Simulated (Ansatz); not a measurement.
## Data sheet: BaRh₂ (DFT)

BaRh2:
```cif
data_Ba2Rh4
_chemical_formula_sum 'Ba2 Rh4'
_space_group_name_H-M_alt 'P 1'
_space_group_IT_number 1
_cell_length_a 5.56058
_cell_length_b 5.56058
_cell_length_c 5.56058
_cell_angle_alpha 60.000
_cell_angle_beta 60.000
_cell_angle_gamma 60.000
loop_
_space_group_symop_operation_xyz
  'x, y, z'
loop_
_atom_site_label
_atom_site_type_symbol
_atom_site_fract_x
_atom_site_fract_y
_atom_site_fract_z
_atom_site_occupancy
Ba1 Ba 0.00000 0.00000 0.00000 1
Ba2 Ba 0.25000 0.25000 0.25000 1
Rh1 Rh 0.62500 0.62500 0.12500 1
Rh2 Rh 0.62500 0.12500 0.62500 1
Rh3 Rh 0.62500 0.62500 0.62500 1
Rh4 Rh 0.12500 0.62500 0.62500 1
```
The run is spin-polarised; directions of the spins, atom by atom: 0 0 0 0 0 0.

Space group Fd-3m (No. 227), cubic Laves (MgCu2 type); conventional cell a = 7.8638 Å, b = 7.8638 Å, c = 7.8638 Å, α = 90.00°, β = 90.00°, γ = 90.00°.

Method: r²SCAN (plane waves, PAW; program Ansatz). The cell and atoms are relaxed at this level. Other levels are named where they apply.

**Cell and energy**

| Item | Result |
|---|---|
| Volume per atom | 20.26 Å³ |
| Density | 9.37 g/cm³ |
| Formation energy from the elements (no fitted shifts) | -0.15 eV/atom |

**Electronic structure**

| Property | Value |
|---|---|
| Electronic character | metallic (no gap) |
| Density of states at the Fermi level | 0.78 states/eV per atom (mean over ±0.08 eV) |

**Magnetism**

| Item | Result |
|---|---|
| Magnetic order | ferromagnetic |
| Net moment | 0.17 μB per atom |

The first step of the workflow began from a Materials Project structure, measured or hypothetical; the Crystallography Open Database copy checked does not list it. Its standing as an ambient phase is unchecked. Symmetry was held in the r²SCAN relaxation; its stability against distortions is not shown here. Spin order of the final state: ferromagnetic, the only order run, not a proven ground state. Other orbital occupations within this spin state were not tried. The references are the lowest solids computed at this level, not always the standard phases. Scalar-relativistic: spin–orbit coupling is off unless named, which matters more the heavier the elements.

Potentials: the later of the program's two PAW sets.
